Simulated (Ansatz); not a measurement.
A geometry of P2W away from equilibrium: the start of the relaxation of a relaxed P2W cell displaced along its unstable phonon at q = (½, ½, ½) of its primitive reciprocal cell (91i cm⁻¹), largest move 0.15 Å. Level of theory: PBEsol (plane waves to 420 eV, PAW, scalar-relativistic; Ansatz, an electronic-structure program). Γ-centred k-mesh 14×14×14 on the run's cell (coarser than for final values), Fermi–Dirac smearing 0.05 eV.

```xyz
6
Lattice="-3.2079 3.2079 7.8156 0.0000 0.0000 7.8156 0.0000 3.2079 0.0000" Properties=species:S:1:pos:R:3:forces:R:3 pbc="T T T" free_energy=-23474.048 pressure_GPa=3.2
W      0.0000     0.1500     0.0000    0.0000   -0.2497    0.0000
W     -1.6040     1.4540     3.9078    0.0000    0.2497    0.0000
P     -3.2079     3.2785    10.4060    0.0000   -0.5188   -0.0720
P     -1.6040     1.5334     6.4982    0.0000    0.5188   -0.0720
P     -3.2079     3.2785    13.0407    0.0000   -0.5188    0.0720
P     -1.6040     1.5334     9.1329    0.0000    0.5188    0.0720
```

Positions in Å, forces in eV/Å, free energy of the cell in eV (comparable only within this code, potentials and settings). Largest force: 0.52 eV/Å, on P3, P4, P5, P6 (atoms numbered as listed); the geometry lies 0.01 eV/atom above the end of its relaxation.

No spin polarisation in the result.

The run could not lose the symmetry of its start: the end is stationary, and may be a saddle point rather than a minimum.

The end of the path is a generated cell of P2W: the first start was made by placing the elements on the sites of a structure type, and the end was not matched to a known phase here, so it may be hypothetical.
